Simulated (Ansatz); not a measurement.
Structure relaxation of Na3ScF6

Theory: Ansatz 0.2.0, DFT r2SCAN, scalar-relativistic, plane waves, PAW. Cutoff 500 eV, Γ-centred k mesh, Gaussian smearing, no spin polarisation in the final step.

This is the end of a relaxation of cell and atoms.

```yaml
crystal:
  lattice:
    - [0.00000, 4.14459, 4.14459]
    - [4.14459, 0.00000, 4.14459]
    - [4.14459, 4.14459, 0.00000]
  atoms:
    - { symbol: Na, position: [0.75000, 0.75000, 0.75000] }
    - { symbol: Na, position: [0.25000, 0.25000, 0.25000] }
    - { symbol: Na, position: [0.50000, 0.50000, 0.50000] }
    - { symbol: Sc, position: [0.00000, 0.00000, 0.00000] }
    - { symbol: F, position: [0.75972, 0.24028, 0.24028] }
    - { symbol: F, position: [0.24028, 0.24028, 0.75972] }
    - { symbol: F, position: [0.24028, 0.75972, 0.75972] }
    - { symbol: F, position: [0.24028, 0.75972, 0.24028] }
    - { symbol: F, position: [0.75972, 0.24028, 0.75972] }
    - { symbol: F, position: [0.75972, 0.75972, 0.24028] }
```

(1) What space group does it have?

(2) Is it a metal?

Results:

(1) Fm-3m (No. 225). Conventional cell: a = 8.289 Å. Na on Wyckoff site c (2 atoms of the primitive cell) has 12 F at 2.93 Å; Na on Wyckoff site b (1 atom of the primitive cell) has 6 F at 2.15 Å; Sc has 6 F at 1.99 Å; around F lie 1 Sc at 1.99 Å and 1 Na at 2.15 Å.

(2) No, the gap on the 6×6×6 mesh is 6.62 eV.

The final run used a 6×6×6 mesh on its 10-atom cell and 0.02 eV smearing.

Cost: 2 runs of about 0.94 core-minutes in all, on Oxide Virtual Turin-like Processor (Zen 5) (shared hosts).